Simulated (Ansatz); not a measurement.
Polymorphs of Ag3SI, each relaxed with DFT-PBEsol in the program Ansatz with PAW potentials:

A: anti-perovskite (Pm-3m)
a = b = c = 4.8688 Å, α = β = γ = 90.00°

```json
[
 {"atom": "Ag", "site": "3c", "symmetry": "4/mm.m", "x": "0.0000", "y": "0.5000", "z": "0.5000"},
 {"atom": "S", "site": "1b", "symmetry": "m-3m", "x": "0.5000", "y": "0.5000", "z": "0.5000"},
 {"atom": "I", "site": "1a", "symmetry": "m-3m", "x": "0.0000", "y": "0.0000", "z": "0.0000"}
]
```

B: R3
a = b = 6.807 Å, c = 8.282 Å, α = β = 90.00°, γ = 120.00°

```
atom  site  symmetry       x       y       z
----  ----  --------  ------  ------  ------
Ag      9b         1  0.3944  0.1245  0.1441
S       3a        3.  0.0000  0.0000  0.0456
I       3a        3.  0.0000  0.0000  0.4911
```

### Question
Order them by energy per atom at 0 K (lowest first) at the level PBEsol.

### Answer
B (+0 meV/atom), A (+80 meV/atom)

### Question
Give each one's gap.

### Answer
A 0.71 eV; B 0.51 eV.

Standing as an ambient phase not checked: A; B. All cells were relaxed under the symmetry of their starts (and spin orders); stability against distortions was not tested throughout. Rows with no word on spin ran without spin polarisation. Spin–orbit coupling is left out wherever it is not named.

Energies hold the estimated change up to a 700 eV cutoff; steps of a few meV lie near the error of the meshes.

Potentials: the later of the program's two PAW sets.
